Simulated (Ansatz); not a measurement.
The start is a generated cell, Os placed in the omega structure type. A full variable-cell relaxation at zero pressure is run with r2SCAN (plane waves to 500 eV, PAW, scalar-relativistic; Ansatz, an electronic-structure program). The first steps use a coarse 9×9×12 k-mesh.

Starting cell:
```yaml
crystal:
  lattice:
    - [4.29636, 0.00000, 0.00000]
    - [-2.14818, 3.72076, 0.00000]
    - [0.00000, 0.00000, 2.61312]
  atoms:
    - { symbol: Os, position: [0.00000, 0.00000, 0.00000] }
    - { symbol: Os, position: [0.33333, 0.66667, 0.50000] }
    - { symbol: Os, position: [0.66667, 0.33333, 0.50000] }
```

How much energy is released per atom?

0.04 eV/atom.

How does the volume change?

+3.4 %, from 13.92 to 14.40 Å³/atom.

How do the shortest distances between atoms change?

The closest pairs of elements (up to four, under 3.6 Å), start → end: Os–Os 2.48 → 2.48 Å.

What band gap does the relaxed structure have at this level?

Zero (metallic).

Give the final cell and atomic positions.


```cif
data_Os3
_chemical_formula_sum 'Os3'
_space_group_name_H-M_alt 'P6/mmm'
_space_group_IT_number 191
_space_group_name_Hall '-P 6 2'
_cell_length_a 4.29355
_cell_length_b 4.29355
_cell_length_c 2.70632
_cell_angle_alpha 90.000
_cell_angle_beta 90.000
_cell_angle_gamma 120.000
loop_
_atom_site_label
_atom_site_type_symbol
_atom_site_symmetry_multiplicity
_atom_site_Wyckoff_symbol
_atom_site_fract_x
_atom_site_fract_y
_atom_site_fract_z
_atom_site_occupancy
Os1 Os 1 a 0.00000 0.00000 0.00000 1
Os2 Os 2 d 0.33333 0.66667 0.50000 1
```

The space group stays P6/mmm (No. 191) (the run could not lower it), with 3 atoms in the primitive cell. Final values are on a 13×13×17 k-mesh of the relaxed cell. No spin polarisation in the result.

The run could not lose the symmetry of its start, so the end can be a saddle point.

All atoms sit on sites fixed by symmetry, so only the cell could relax.

The relaxed structure here is a generated cell of Os: the first start was made by placing the elements on the sites of a structure type, and the end was not matched to a known phase here, so it may be hypothetical. Known forms of Os include space group No. 194.
